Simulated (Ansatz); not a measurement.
This guess for GaSb₃ is about to be relaxed.

```
Ga Sb
1.0
     4.75520    0.00000    0.00000
    -2.37760    4.11812    0.00000
     0.00000    0.00000    5.49044
Ga Sb
1 3
Direct
  0.66667 0.33333 0.00000
  0.33333 0.66667 0.00000
  0.00000 0.00000 0.50000
  0.66667 0.33333 0.50000
```

All numbers below come from Ansatz, DFT PBE, scalar-relativistic, plane waves, PAW. Cutoff 420 eV, Gaussian smearing, Γ-centred meshes. Cell and atoms relax first on a coarse mesh and then on a finer one. In between, the cell is made exact in the group found at 0.06 Å. In metals the finer mesh still leaves noise of several meV/atom or more. The steps can't lower the symmetry of their start. No spin polarisation.

A guess keeps its type if space group and coordination stay and the shape of the cell changes little (axis ratios within about 15 %, angles within 6°); the volume may change.

Problem. Does this structure survive the relaxation?

Solution. It keeps its type. The symmetry stays P-6m2 (No. 187). The volume per atom grows by 14.9 %, from 26.9 to 30.9 Å³. The shortest distance goes from 2.75 Å (Ga–Sb and Sb–Sb) to 2.83 Å (Ga–Sb). The ratio c/a of the conventional cell changes by a factor of 0.98. Counting neighbours within 15 % of an atom's shortest distance, the start has Ga 5, Sb 3/5 and the end Ga 5, Sb 3/5.

The last run used a 12×12×8 mesh (in the run's order of axes) for its 4-atom cell and Gaussian smearing of 0.10 eV. Spin–orbit coupling, which can matter for Sb, is left out. A structure relaxed within its symmetry needn't be a true minimum. Another cell of GaSb3 relaxed alike, in Im-3m, lies 263 meV/atom lower, so this cell isn't the stable form at this level.

In counts of neighbours, a slash parts the counts of unlike sites.
